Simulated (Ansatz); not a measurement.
Name crystals whose computed values (r²SCAN (plane waves, PAW; program Ansatz)) fall in these windows: electron conductivity mass (mₑ) 0.014 to 0.019; Θ_D (K) 310 to 440.



```csv
crystal,electron conductivity mass (mₑ),Θ_D (K)
"Ge, diamond",0.017,376
```
Others may fit too.

The cell was relaxed under the symmetry of its start. Spin–orbit coupling is left out wherever it is not named.

Potentials: the earlier of the program's two PAW sets.
